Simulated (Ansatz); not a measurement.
HfS$_{2}$:
```yaml
crystal:
  lattice:
    - [3.60602, 0.00000, 0.00000]
    - [-1.80301, 3.12290, 0.00000]
    - [0.00000, 0.00000, 5.76772]
  atoms:
    - { symbol: Hf, position: [0.00000, 0.00000, 0.00000] }
    - { symbol: S, position: [0.66667, 0.33333, 0.74754] }
    - { symbol: S, position: [0.33333, 0.66667, 0.25246] }
```

Relaxed with PBE+D3(BJ). Special points in fractions of this cell's reciprocal vectors: Γ (0.000, 0.000, 0.000); M (0.500, 0.000, 0.000); K (0.333, 0.333, 0.000); A (0.000, 0.000, 0.500); L (0.500, 0.000, 0.500); H (0.333, 0.333, 0.500).

**Question.** List the band energies nearest the valence-band maximum at these points for PBE+D3(BJ) with spin–orbit coupling in the plane-wave PAW code Ansatz.

**Answer.** In eV from the valence-band maximum; about four levels below and three above (degenerate sets whole), none deeper than 8.9 eV; points with the same levels are listed once.

```json
[
 {"k": "Γ", "below": "-0.13 -0.13 0.00 0.00", "above": "1.79 1.79 1.83 1.83"},
 {"k": "M", "below": "-2.26 -2.26 -1.50 -1.50", "above": "0.98 0.98 3.85 3.85"},
 {"k": "K", "below": "-2.34 -2.34 -1.78 -1.78", "above": "2.46 2.46 3.44 3.44"},
 {"k": "A", "below": "-0.45 -0.45 -0.31 -0.31", "above": "1.76 1.76 1.78 1.78"},
 {"k": "L", "below": "-1.24 -1.24 -0.93 -0.93", "above": "0.83 0.83 3.86 3.86"},
 {"k": "H", "below": "-1.99 -1.99 -1.98 -1.98", "above": "2.66 2.66 3.03 3.03"}
]
```

Space group P-3m1 (CdI2 type). The cell was relaxed with PBE+D3(BJ) under the symmetry of its start; phonons on a q-mesh show no instability. No spin polarisation was allowed.

Potentials: the later of the program's two PAW sets.
